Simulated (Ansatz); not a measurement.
NbC (NiAs type, P6_3/mmc) under volume change, LDA (plane waves, PAW; program Ansatz), shape and atoms relaxed at each volume.

| V (Å³/atom) | E − E(relaxed) (meV/atom) | P (GPa) |
|---|---|---|
| 9.841 | 105.4 | 37.59 |
| 10.166 | 44.3 | 23.08 |
| 10.490 | 10.5 | 10.65 |
| 10.815 | 0.0 | 0.00 |
| 11.139 | 9.5 | -9.12 |
| 11.464 | 36.1 | -16.94 |
| 11.788 | 77.3 | -23.62 |

### Question
What does a third-order Birch–Murnaghan fit give for V₀, B₀ and B′?

### Answer
V₀ = 10.81 Å³/atom, B₀ = 328 GPa, B′ = 4.1.

The first step of the workflow began from a Materials Project structure, measured or hypothetical; the Crystallography Open Database copy checked does not list it. It is not the phase usual at ambient conditions (space group No. 225). The cell was relaxed with LDA under the symmetry of its start; whether a distortion lowers the energy is not shown. The run is not spin-polarised.

Potentials: the later of the program's two PAW sets.
